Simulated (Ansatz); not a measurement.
Ca₂H₃Br:
```yaml
crystal:
  lattice:
    - [3.89325, 0.00000, 0.00000]
    - [-1.94662, 3.37165, 0.00000]
    - [0.00000, 0.00000, 6.85493]
  atoms:
    - { symbol: Ca, position: [0.66667, 0.33333, 0.18502] }
    - { symbol: Ca, position: [0.33333, 0.66667, 0.81498] }
    - { symbol: H, position: [0.66667, 0.33333, 0.85117] }
    - { symbol: H, position: [0.33333, 0.66667, 0.14883] }
    - { symbol: H, position: [0.00000, 0.00000, 0.00000] }
    - { symbol: Br, position: [0.00000, 0.00000, 0.50000] }
```

r²SCAN (plane waves, PAW; program Ansatz) gives a gap of 2.10 eV without spin–orbit coupling, maximum at A, minimum on the H–A line, 48 % of the way from H.

Question: What happens when spin–orbit coupling is switched on?

Answer: The gap stays essentially unchanged, to 2.10 eV; maximum at A, minimum on the H–A line, 48 % of the way from H.

Question: Give the electron effective mass with spin–orbit coupling.

Answer: 0.53, 0.66, 0.99 mₑ (principal values).

Question: Give the hole effective mass with spin–orbit coupling.

Answer: 0.19, 0.19, 1.6 mₑ (principal values).

Space group P-3m1. The workflow started from a Materials Project entry (that database holds measured and hypothetical structures alike); the Crystallography Open Database copy checked does not list it. Its standing as an ambient phase is unchecked. The r²SCAN relaxation kept the symmetry of its start; whether a distortion lowers the energy is not shown.

Potentials: the later of the program's two PAW sets.
